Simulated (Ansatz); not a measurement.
A geometry of MoS2 away from equilibrium: step 2 of the relaxation of a relaxed MoS2 cell with every coordinate shifted by Gaussian noise of σ = 0.45 Å. Computed with r2SCAN (plane waves to 500 eV, PAW, scalar-relativistic; Ansatz, a first-principles code). Γ-centred k-mesh 8×8×8 on the run's cell (coarser than for final values), Fermi–Dirac smearing 0.05 eV. The plane waves were selected for a different cell earlier on the path.

```yaml
crystal:
  lattice:
    - [1.58605, 0.99179, 6.32764]
    - [-1.56480, 0.99179, 6.32244]
    - [0.01062, -1.74373, 6.29109]
  atoms:
    - { symbol: Mo, position: [0.18406, 0.48846, 0.33695] }
    - { symbol: S, position: [0.56805, 0.90619, 0.78197] }
    - { symbol: S, position: [0.54997, 0.51125, 0.66343] }
```

Q: Give the Cartesian forces on all atoms (eV/Å).

A: 
| atom | Fx | Fy | Fz |
|---|---|---|---|
| Mo1 | 1.80 | -1.33 | -1.05 |
| S2 | 0.10 | 0.49 | -0.44 |
| S3 | -1.90 | 0.84 | 1.49 |

The path ends in R3m (No. 160). No spin polarisation in the result. No dispersion correction is included, so spacings between layers, chains or molecules are soft and tend to come out too large.
